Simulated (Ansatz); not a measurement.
An element in the fcc structure gives these cold pressures by all-electron LAPW under LDA (Ansatz 0.2.0, scalar-relativistic, no spin polarisation).

| V (Å³/atom) | P (GPa) |
| --- | --- |
| 16.02 | 0.01 |
| 14.10 | 25.4 |
| 12.50 | 68.7 |
| 10.89 | 154.8 |
| 9.29 | 333.3 |
| 8.01 | 622.4 |
| 6.89 | 1108 |

Q: Which element is it?

A: Ag. Its zero-pressure volume in this structure is near 16.0 Å³/atom; the volume and the steepness of P(V) together point to it, though neighbours can come close. Neighbours weren't tried against these numbers.
